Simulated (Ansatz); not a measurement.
This run works on a proposed trial structure, not on a known crystal.

Input and command of a plane-wave DFT calculation in Ansatz:

```yaml
crystal:
  lattice:
    - [6.8950379701, 0.0, 0.0]
    - [-3.447518985, 5.9712780422, 0.0]
    - [0.0, 0.0, 2.7603838517]
  atoms:
    - { symbol: B, position: [0.9821957396, 0.307094426, 0.25] }
    - { symbol: B, position: [0.692905574, 0.6751013136, 0.25] }
    - { symbol: B, position: [0.3248986864, 0.0178042604, 0.25] }
    - { symbol: B, position: [0.6666666667, 0.3333333333, 0.75] }
    - { symbol: B, position: [0.6751013136, 0.9821957396, 0.75] }
    - { symbol: B, position: [0.0178042604, 0.692905574, 0.75] }
    - { symbol: B, position: [0.307094426, 0.3248986864, 0.75] }
    - { symbol: B, position: [0.3333333333, 0.6666666667, 0.25] }
    - { symbol: C, position: [0.8486651533, 0.249525086, 0.75] }
    - { symbol: C, position: [0.750474914, 0.5991400673, 0.75] }
    - { symbol: C, position: [0.4008599327, 0.1513348467, 0.75] }
    - { symbol: C, position: [0.5991400673, 0.8486651533, 0.25] }
    - { symbol: C, position: [0.1513348467, 0.750474914, 0.25] }
    - { symbol: C, position: [0.249525086, 0.4008599327, 0.25] }
basis:
  ecutwfc: 420
kpoints:
  mp_grid: { grid: [6, 6, 10] }
hamiltonian:
  xc: pbe
scf:
  occupations: { method: gaussian, width: 0.02 }
output:
  forces: true
  stress: true
  eigenvalues: true
relax:
  adjacent_minimum: "off"
  f_tol: 0.01
  max_steps: 30
  cell: { stress_tol: 0.1, fix: [volume] }
```

```bash
ansatz run input.yaml --threads 1 --pin off --max-ram 2560MiB --backend cpu --events-out ev --progress --plain --runs-dir out
```

Processor: Intel(R) Xeon(R) Processor @ 2.50GHz (Skylake/Cascade Lake), 1 thread, on a host shared with other jobs.

Problem. Estimate time, memory and problem size.

Solution. About 2.1 min, peak memory 0.49 GiB. It solves 38 bands at 48 k points (after reduction by symmetry) with about 2241 plane waves, in 27 SCF iterations over 5 ionic steps.
